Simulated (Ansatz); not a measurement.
The slice is one period of a {100} plane through atoms; its size isn't given.

All values below come from PBEsol (plane waves to 420 eV, PAW, scalar-relativistic; Ansatz, an electronic-structure program). Inside the PAW spheres the values are not all-electron values, and peaks at nuclei hang on which shells count as valence.

```
|@@@@%%##++==------------------==++##%%@@|
|%%%%##**++==--------::--------==++**##%%|
|####**++==------::::::::::------==++**##|
|++++++==----::::::::::::::::::----==++++|
|======----::::::..........::::::----====|
|==------::::::..............::::::------|
|--------::::....          ....::::------|
|------::::....              ....::::----|
|------::::....              ....::::----|
|----::::::....              ....::::::--|
|------::::....              ....::::----|
|------::::....              ....::::----|
|--------::::....          ....::::------|
|==------::::::..............::::::------|
|======----::::::..........::::::----====|
|++++++==----::::::::::::::::::----==++++|
|####**++==------::::::::::------==++**##|
|%%%%##**++==--------::--------==++**##%%|
|@@@@%%##++==------------------==++##%%@@|
|@@@@%%##++====--------------====++##%%@@|
```
Scale: ten equal steps from -1.99 (start of ' ') to 1.11 (end of '@'), in the order ' .:-=+*#%@'. Values: log₁₀ of the valence density in e/Å³. The map has 20 points along u (two characters each, u = 0 at the left) and 20 along v (v = 0 in the bottom row). The scale is logarithmic, as a density can span decades between atoms and voids.

```
|xxxx..==++==##%%@@@@@@@@@@%%##==++==..xx|
|xx..--++++++##%%%%%%%%%%%%%%##++++++--..|
|====++++==++******************++==++++==|
|++++++==++++++==============++++++==++++|
|====++++++==--::::::::::::::--==++++++==|
|######**++--::..............::--++**####|
|@@%%%%**==::..              ..::==**%%%%|
|@@@@%%**==::..              ..::==**%%@@|
|@@@@%%**==::..              ..::==**%%@@|
|@@@@%%**==::..              ..::==**%%@@|
|@@@@%%**==::..              ..::==**%%@@|
|@@@@%%**==::..              ..::==**%%@@|
|@@%%%%**==::..              ..::==**%%%%|
|######**++--::..............::--++**####|
|====++++++==--::::::::::::::--==++++++==|
|++++++==++++++==============++++++==++++|
|====++++==++******************++==++++==|
|xx..--++++++##%%%%%%%%%%%%%%##++++++--..|
|xxxx..==++==##%%@@@@@@@@@@%%##==++==..xx|
|xxxxxx==++==##@@@@@@@@@@@@@@##==++==xxxx|
```
Scale: ten equal steps from 0.01 (start of ' ') to 0.47 (end of '@'), in the order ' .:-=+*#%@'. Values: electron localisation function (ELF). The map has 20 points along u (two characters each, u = 0 at the left) and 20 along v (v = 0 in the bottom row). Points within 0.5 Å of a nucleus are blanked (x), as the pseudised field means little there.

**Question.** Which relaxed crystal do these maps come from?
(A) HgS (zinc blende)
(B) AlAs (zinc blende)
(C) InSb (zinc blende)

**Answer.** C, InSb (zinc blende). Atoms on the slice: In at (0.00, 0.00)

All were relaxed with their symmetry unable to fall. At this level the bands of HgS touch or barely overlap. At this level the bands of InSb touch or barely overlap; measurements give the solid a gap. Spin-orbit coupling is left out.
